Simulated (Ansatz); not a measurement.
The start is a generated cell, Ag built in the AFLOW prototype A_tI2_139_a (A6, as in In). The cell and all atomic positions are relaxed at zero pressure with PBE (plane waves to 420 eV, PAW, scalar-relativistic; Ansatz, a program for electronic structure). The first steps use a coarse 14×14×14 k-mesh.

Input geometry:
```
Ag
1.0
   -1.58434     1.58434     1.70354
    1.58434    -1.58434     1.70354
    1.58434     1.58434    -1.70354
Ag
1
Direct
  0.00000   0.00000   0.00000
```

- Initial pressure: +5.2 GPa (positive: the cell is compressed)
- Outcome: The space group goes from I4/mmm (No. 139) to Fm-3m (No. 225); the end is fcc (Cu type), with 1 atom in the primitive cell
- Energy released: 0.05 eV/atom
- Volume change: +4.4 %, from 17.10 to 17.86 Å³/atom
- Shortest distances (start → end): The closest pairs of elements (up to four, under 3.6 Å), start → end: Ag–Ag 2.81 → 2.93 Å
- Band gap at the end: zero (metallic)
- Optimiser moves: 16

Final structure:

Space group Fm-3m (No. 225); a = b = c = 4.149 Å, α = β = γ = 90.00°

```csv
atom,site,symmetry,x,y,z
Ag,4a,m-3m,0.0000,0.0000,0.0000
```
(The calculation used a cell of 1 atom; values per cell refer to that cell.)

Final values are on a 19×19×19 k-mesh of the relaxed cell. No spin polarisation in the result.

The run could not lose the symmetry of its start.
